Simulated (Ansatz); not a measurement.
A relaxation computed with Ansatz, from input to last step.

```yaml
crystal:
  lattice:
    - [2.5480547681, 1.4711201063, 4.4802222028]
    - [-2.5480547681, 1.4711201063, 4.4802222028]
    - [0.0, -2.9422402126, 4.4802222028]
  atoms:
    - { symbol: Ti, position: [0.1513621523, 0.1513621523, 0.1513621523] }
    - { symbol: Ti, position: [0.6045557533, 0.3954442467, 0.0] }
    - { symbol: Ti, position: [0.0, 0.6045557533, 0.3954442467] }
    - { symbol: Ti, position: [0.8486378477, 0.8486378477, 0.8486378477] }
    - { symbol: Ti, position: [0.3954442467, 0.0, 0.6045557533] }
    - { symbol: Si, position: [0.5, 0.5, 0.5] }
basis:
  ecutwfc: 420
kpoints:
  mp_grid: { grid: [12, 12, 12] }
hamiltonian:
  xc: pbe
scf:
  occupations: { method: gaussian, width: 0.1 }
output:
  forces: true
  stress: true
  eigenvalues: true
relax:
  adjacent_minimum: "off"
  f_tol: 0.008
  max_steps: 50
  cell: { stress_tol: 0.08, p_target: -3.0 }
```

```bash
ansatz run input.yaml --threads 1 --pin off --max-ram 2560MiB --backend cpu --events-out ev --progress --plain --runs-dir out
```

Computed with DFT PBE, scalar-relativistic, plane waves, PAW in Ansatz.

Of 5 frames 4 are shown, positions in Å and forces in eV/Å; the SCF threshold varies from step to step. Steps run on the plane waves of an earlier cell, with a Pulay correction in the pressure. The basis is chosen afresh for the last frame, the zero of the energies, and at times for earlier ones too; energy and pressure step there, also at an unchanged geometry. The relaxation lowers the enthalpy F + PV at the target pressure, so the free energy itself can rise. The mark taken_back stands on steps that the optimiser undid.

```xyz
6
Lattice="2.5481 1.4711 4.4802 -2.5481 1.4711 4.4802 0.0000 -2.9422 4.4802" Properties=species:S:1:pos:R:3:forces:R:3 pbc="T T T" step=1 free_energy_over_end_meV_per_atom=0.85 pressure_GPa=-3.32
Ti    0.0000    0.0000    2.0344    0.0000    0.0000    0.0399
Ti    0.5328    1.4711    4.4802   -0.0377    0.0000    0.0000
Ti   -1.5404   -0.2741    4.4802    0.0189   -0.0327    0.0000
Ti    0.0000    0.0000   11.4063    0.0000    0.0000   -0.0399
Ti    1.0076   -1.1970    4.4802    0.0189    0.0327    0.0000
Si    0.0000    0.0000    6.7203    0.0000    0.0000    0.0000
6
Lattice="2.5489 1.4716 4.4608 -2.5489 1.4716 4.4608 0.0000 -2.9432 4.4608" Properties=species:S:1:pos:R:3:forces:R:3 pbc="T T T" step=2 free_energy_over_end_meV_per_atom=-0.30 pressure_GPa=-2.77 taken_back
Ti    0.0000    0.0000    2.0324    0.0000    0.0000   -0.0824
Ti    0.5253    1.4716    4.4608    0.0452    0.0000    0.0000
Ti   -1.5371   -0.2808    4.4608   -0.0226    0.0391    0.0000
Ti    0.0000    0.0000   11.3501    0.0000    0.0000    0.0824
Ti    1.0118   -1.1908    4.4608   -0.0226   -0.0391    0.0000
Si    0.0000    0.0000    6.6913    0.0000    0.0000    0.0000
6
Lattice="2.5483 1.4713 4.4707 -2.5483 1.4713 4.4707 0.0000 -2.9425 4.4707" Properties=species:S:1:pos:R:3:forces:R:3 pbc="T T T" step=3 free_energy_over_end_meV_per_atom=0.10 pressure_GPa=-3.05
Ti    0.0000    0.0000    2.0314    0.0000    0.0000   -0.0009
Ti    0.5294    1.4713    4.4707   -0.0059    0.0000    0.0000
Ti   -1.5389   -0.2771    4.4707    0.0030   -0.0051    0.0000
Ti    0.0000    0.0000   11.3806    0.0000    0.0000    0.0009
Ti    1.0094   -1.1941    4.4707    0.0030    0.0051    0.0000
Si    0.0000    0.0000    6.7060    0.0000    0.0000    0.0000
6
Lattice="2.5490 1.4717 4.4670 -2.5490 1.4717 4.4670 0.0000 -2.9433 4.4670" Properties=species:S:1:pos:R:3:forces:R:3 pbc="T T T" step=5 free_energy_over_end_meV_per_atom=0.00 pressure_GPa=-3.00
Ti    0.0000    0.0000    2.0285    0.0000    0.0000   -0.0029
Ti    0.5280    1.4717    4.4670    0.0018    0.0000    0.0000
Ti   -1.5385   -0.2786    4.4670   -0.0009    0.0015    0.0000
Ti    0.0000    0.0000   11.3724    0.0000    0.0000    0.0029
Ti    1.0105   -1.1930    4.4670   -0.0009   -0.0015    0.0000
Si    0.0000    0.0000    6.7004    0.0000    0.0000    0.0000
```

It took 5.4 min on 1 thread of Intel(R) Xeon(R) Platinum 8488C (Sapphire Rapids), on a shared host, peak memory 0.82 GiB.